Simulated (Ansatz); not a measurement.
This cell of SrVO3 (cubic perovskite) is off equilibrium:

```xyz
5
Lattice="3.8407 0.0000 0.0000 0.0000 3.8407 0.0000 0.0000 0.0000 3.8407" Properties=species:S:1:pos:R:3 pbc="T T T"
Sr     0.0000     0.0000     0.0000
V      1.9203     1.9203     1.9203
O      0.2679     2.1882     2.1882
O      1.9203     1.9203     0.0000
O      1.9203     0.0000     1.9203
```

These are r2SCAN (plane waves to 500 eV, PAW, scalar-relativistic; Ansatz, a program for electronic structure) values and carry that method's errors. k mesh 10×10×10 (Γ-centred), Fermi-Dirac smearing 0.05 eV. E stands for the smeared free energy. Stress and pressure are positive under compression. With partly filled bands, energies and forces of such displacements shift with the k mesh and the smearing. Relaxed SrVO3 ends ferromagnetic. SrVO3 is run spin-polarised and with no Hubbard U. SrVO3 was relaxed with its symmetry unable to fall. Other magnetic orders were not checked, so this need not be the ground state.

Q: Predict the force on every atom, in eV/Å.

A: 
| atom | Fx | Fy | Fz |
|---|---|---|---|
| Sr1 | 0.180 | 0.390 | 0.390 |
| V2 | 1.306 | -0.007 | -0.007 |
| O3 | -4.405 | -1.616 | -1.616 |
| O4 | 1.460 | -0.301 | 1.535 |
| O5 | 1.460 | 1.535 | -0.301 |

Q: Give the stress tensor in GPa and the pressure.

A: 
```
   13.6      0.4      0.4
    0.4      6.1      1.2
    0.4      1.2      6.1
```
The pressure, a third of the trace, is 8.6 GPa.

Q: In it atom 3 sits (0.268, 0.268, 0.268) Å away from its relaxed site. What is its energy relative to the relaxed cell?

A: 1001 meV/cell.

(For displaced atoms, the force is minus the slope of the energy, and its curvature is a force constant, which sets phonon frequencies.)
